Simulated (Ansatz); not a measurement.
Input:

MoS2:
```cif
data_Mo2S4
_chemical_formula_sum 'Mo2 S4'
_space_group_name_H-M_alt 'P63/mmc'
_space_group_IT_number 194
_space_group_name_Hall '-P 6c 2c'
_cell_length_a 3.12776
_cell_length_b 3.12776
_cell_length_c 12.19935
_cell_angle_alpha 90.000
_cell_angle_beta 90.000
_cell_angle_gamma 120.000
loop_
_atom_site_label
_atom_site_type_symbol
_atom_site_symmetry_multiplicity
_atom_site_Wyckoff_symbol
_atom_site_fract_x
_atom_site_fract_y
_atom_site_fract_z
_atom_site_occupancy
Mo1 Mo 2 b 0.00000 0.00000 0.25000 1
S1 S 4 f 0.33333 0.66667 0.12286 1
```

This is the LDA-relaxed structure.

Task: All from LDA in the plane-wave PAW code Ansatz, unless another level is named. Estimate the hole effective mass.

Result: 0.74, 0.74, 0.81 mₑ (principal values).

Task: Give the valence-band maximum.

Result: at Γ.

Task: Next, the conduction-band minimum?

Result: on the K–Γ line, 44 % of the way from K (6 equivalent valleys).

Space group P6_3/mmc. The first step of the workflow began from a Materials Project structure, measured or hypothetical. Its sites differ from those of the usual phase in this space group: another stacking or structure type. The LDA relaxation kept the symmetry of its start; whether a distortion lowers the energy is not shown. The run is not spin-polarised. A crystal of weakly bound layers computed without a dispersion correction: the cell and the soft elastic constants depend strongly on that. Spin–orbit coupling is left out wherever it is not named.

Potentials: the earlier of the program's two PAW sets. The files were generated under PBE; for other functionals the program regenerates the frozen cores, and for LDA and PBEsol the local potential too.

Edges and masses are those of Kohn–Sham bands, whose gap is no quasiparticle gap.
